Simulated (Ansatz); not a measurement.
A distorted cell of MoSi2 (MoSi2 type, space group I4/mmm):

```xyz
3
Lattice="-1.5625 1.5625 4.2830 1.5625 -1.5625 4.2830 1.5625 1.5625 -4.2830" Properties=species:S:1:pos:R:3 pbc="T T T"
Mo     0.0000     0.0000     0.0000
Si     0.0000     0.0000     2.8705
Si     0.0000     0.0000     5.6954
```

The numbers are results of PBE (plane waves to 420 eV, PAW, scalar-relativistic; Ansatz, a first-principles code), not measurements. k mesh 20×20×20 (Γ-centred), Fermi-Dirac smearing 0.05 eV. E stands for the smeared free energy. Stress and pressure are positive under compression. As the atoms are clamped, bonds stretch with the cell, which overstates energies and stresses. With partly filled bands, the response to shear is sensitive to the k mesh, so small differences along c/a are uncertain. MoSi2 is run without spin polarisation. MoSi2 was relaxed with its symmetry unable to fall. The PAW data are Ansatz's earlier set.

Give the stress tensor in GPa and the pressure.


```
    6.4      0.0      0.0
    0.0      6.4      0.0
    0.0      0.0    -26.1
```
The pressure, a third of the trace, is -4.4 GPa.

It is the relaxed cell deformed to V/V₀ = 1.027, (c/a)/(c/a)₀ = 1.120, c along z, fractional positions held. What is its energy relative to the relaxed cell?

124 meV/atom.

(Under strain, the slope of the energy per volume gives the stress and its curvature an elastic modulus.)
